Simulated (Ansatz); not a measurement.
SiN$_{2}$:
```cif
data_N8Si4
_chemical_formula_sum 'Si4 N8'
_space_group_name_H-M_alt 'P 1'
_space_group_IT_number 1
_cell_length_a 4.47043
_cell_length_b 4.47043
_cell_length_c 4.47043
_cell_angle_alpha 90.000
_cell_angle_beta 90.000
_cell_angle_gamma 90.000
loop_
_space_group_symop_operation_xyz
  'x, y, z'
loop_
_atom_site_label
_atom_site_type_symbol
_atom_site_fract_x
_atom_site_fract_y
_atom_site_fract_z
_atom_site_occupancy
Si1 Si 0.00000 0.50000 0.50000 1
Si2 Si 0.50000 0.00000 0.50000 1
Si3 Si 0.00000 0.00000 0.00000 1
Si4 Si 0.50000 0.50000 0.00000 1
N1 N 0.59500 0.90500 0.09500 1
N2 N 0.09500 0.59500 0.90500 1
N3 N 0.59500 0.59500 0.59500 1
N4 N 0.40500 0.40500 0.40500 1
N5 N 0.90500 0.09500 0.59500 1
N6 N 0.90500 0.40500 0.09500 1
N7 N 0.09500 0.90500 0.40500 1
N8 N 0.40500 0.09500 0.90500 1
```

Relaxed with PBE.

Task: Which orbitals make up the states near the band edges in PBE in the plane-wave PAW code Ansatz?

Result: Top 1 eV of the valence band: N 2p 91 %. Bottom 1 eV of the conduction band: N 2p 43 %, N 2s 21 %, Si 3p 10 %, Si 3s 9 %, outside the projected shells 16 %. Projections are on Löwdin-orthogonalised atomic valence shells; empty p or d shells of many metals are not among them.

Task: Tabulate the density of states.

Result: States/eV per cell of 12 atoms, in 0.25 eV bins, energy from the valence-band maximum.

| E (eV) | total | N 2p | Si 3p | N 2s |
|---|---|---|---|---|
| -7.90 | 1.51 | 0.92 | 0.14 | 0.28 |
| -7.65 | 2.31 | 1.56 | 0.35 | 0.26 |
| -7.40 | 3.26 | 2.30 | 0.55 | 0.25 |
| -7.15 | 3.31 | 2.35 | 0.59 | 0.22 |
| -6.90 | 3.12 | 2.23 | 0.53 | 0.23 |
| -6.65 | 3.04 | 2.17 | 0.47 | 0.23 |
| -6.40 | 4.64 | 3.30 | 0.67 | 0.35 |
| -6.15 | 3.90 | 2.81 | 0.59 | 0.27 |
| -5.90 | 3.71 | 2.67 | 0.54 | 0.25 |
| -5.65 | 4.43 | 3.28 | 0.59 | 0.33 |
| -5.40 | 3.80 | 2.86 | 0.50 | 0.26 |
| -5.15 | 3.61 | 2.72 | 0.48 | 0.22 |
| -4.90 | 5.24 | 4.01 | 0.72 | 0.27 |
| -4.65 | 6.50 | 5.09 | 0.87 | 0.30 |
| -4.40 | 5.05 | 4.02 | 0.62 | 0.24 |
| -4.15 | 7.66 | 6.29 | 0.78 | 0.36 |
| -3.90 | 3.82 | 3.08 | 0.32 | 0.24 |
| -3.65 | 2.40 | 1.91 | 0.23 | 0.12 |
| -3.40 | 2.89 | 2.28 | 0.31 | 0.13 |
| -3.15 | 3.49 | 2.68 | 0.43 | 0.15 |
| -2.90 | 4.08 | 3.09 | 0.57 | 0.15 |
| -2.65 | 6.13 | 4.65 | 0.96 | 0.17 |
| -2.40 | 5.71 | 4.41 | 0.84 | 0.13 |
| -2.15 | 4.51 | 3.52 | 0.72 | 0.07 |
| -1.90 | 6.77 | 5.48 | 0.91 | 0.15 |
| -1.65 | 6.13 | 5.10 | 0.67 | 0.13 |
| -1.40 | 5.00 | 4.30 | 0.41 | 0.09 |
| -1.15 | 5.12 | 4.52 | 0.31 | 0.08 |
| -0.90 | 3.57 | 3.17 | 0.20 | 0.05 |
| -0.65 | 2.57 | 2.33 | 0.11 | 0.03 |
| -0.40 | 1.89 | 1.74 | 0.06 | 0.02 |
| -0.15 | 1.18 | 1.11 | 0.02 | 0.00 |
| 0.10 | 0.00 | 0.00 | 0.00 | 0.00 |
| 0.35 | 0.00 | 0.00 | 0.00 | 0.00 |
| 0.60 | 0.00 | 0.00 | 0.00 | 0.00 |
| 0.85 | 0.00 | 0.00 | 0.00 | 0.00 |
| 1.10 | 0.00 | 0.00 | 0.00 | 0.00 |
| 1.35 | 0.00 | 0.00 | 0.00 | 0.00 |
| 1.60 | 0.00 | 0.00 | 0.00 | 0.00 |
| 1.85 | 0.00 | 0.00 | 0.00 | 0.00 |
| 2.10 | 0.00 | 0.00 | 0.00 | 0.00 |
| 2.35 | 0.00 | 0.00 | 0.00 | 0.00 |
| 2.60 | 0.00 | 0.00 | 0.00 | 0.00 |
| 2.85 | 0.00 | 0.00 | 0.00 | 0.00 |
| 3.10 | 0.00 | 0.00 | 0.00 | 0.00 |
| 3.35 | 0.00 | 0.00 | 0.00 | 0.00 |
| 3.60 | 0.00 | 0.00 | 0.00 | 0.00 |
| 3.85 | 0.00 | 0.00 | 0.00 | 0.00 |
| 4.10 | 0.00 | 0.00 | 0.00 | 0.00 |
| 4.35 | 0.00 | 0.00 | 0.00 | 0.00 |
| 4.60 | 0.00 | 0.00 | 0.00 | 0.00 |
| 4.85 | 0.00 | 0.00 | 0.00 | 0.00 |
| 5.10 | 0.45 | 0.13 | 0.08 | 0.14 |
| 5.35 | 3.42 | 1.20 | 0.50 | 0.86 |
| 5.60 | 6.72 | 2.77 | 0.72 | 1.41 |
| 5.85 | 8.35 | 3.97 | 0.63 | 1.60 |
| 6.10 | 6.82 | 3.06 | 0.63 | 1.43 |
| 6.35 | 3.39 | 1.48 | 0.34 | 0.74 |
| 6.60 | 2.34 | 0.89 | 0.23 | 0.44 |
| 6.85 | 2.81 | 0.99 | 0.27 | 0.45 |
| 7.10 | 4.06 | 1.45 | 0.35 | 0.56 |
| 7.35 | 5.75 | 2.17 | 0.57 | 0.64 |
| 7.60 | 6.03 | 2.24 | 0.62 | 0.68 |
| 7.85 | 6.27 | 2.32 | 0.67 | 0.61 |
| 8.10 | 3.48 | 1.24 | 0.47 | 0.27 |
| 8.35 | 2.12 | 0.73 | 0.32 | 0.13 |
| 8.60 | 1.73 | 0.50 | 0.33 | 0.10 |
| 8.85 | 7.18 | 1.61 | 2.39 | 0.76 |
| 9.10 | 5.80 | 1.24 | 2.16 | 0.66 |
| 9.35 | 4.27 | 0.83 | 1.54 | 0.42 |
| 9.60 | 6.87 | 1.43 | 2.91 | 0.69 |
| 9.85 | 6.95 | 1.48 | 2.98 | 0.62 |

Space group Pa-3. The start of the workflow was typed in or built on a structure type; neither database checked (COD, Materials Project) lists it. Its standing as an ambient phase is unchecked. The PBE relaxation kept the symmetry of its start; its stability against distortions is not shown here.

Potentials: the earlier of the program's two PAW sets.
